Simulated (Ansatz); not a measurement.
# TiBe₂ (C15 type) from its elements: all-electron against pseudopotential results

```
CELL_PARAMETERS angstrom
0.00000 3.14880 3.14880
3.14880 0.00000 3.14880
3.14880 3.14880 0.00000
ATOMIC_POSITIONS crystal
Ti 0.12500 0.12500 0.12500
Ti 0.87500 0.87500 0.87500
Be 0.50000 0.50000 0.50000
Be 0.50000 0.50000 0.00000
Be 0.50000 0.00000 0.50000
Be 0.00000 0.50000 0.50000
```

The cell comes from a relaxation on PAW files under the same functional, begun from a prototype that needn't be the stable phase.

Level of theory: DFT with LDA, scalar-relativistic, in Ansatz 0.2.0; a Γ-centred 9×9×9 k mesh, Fermi–Dirac smearing of 0.05 eV, no spin polarisation. LAPW: all electrons, basis error target 1 meV/atom; PAW: frozen-core files, cutoff 420 eV.

The elements are taken as Be hcp, Ti hcp, each relaxed on PAW files under the same functional and computed by the same method as the compound; zero-point and thermal terms are left out.

The PAW files were made under PBE.

Q: What is the formation energy by LAPW, and how far do the other methods lie from it?

A: -0.161 eV/atom; PAW -0.1 meV/atom. The compound is bound against these elements; other compounds of the system weren't compared.

Q: Give the LAPW value for one formula unit in kJ/mol.

A: -0.161 eV/atom × 3 atoms × 96.485 kJ/(mol·eV) = -46.6 kJ/mol, at zero temperature and without zero-point motion.

Q: What Bader charges does the PAW density give?

A: Ti1 +0.80 e, Be3 -0.40 e.
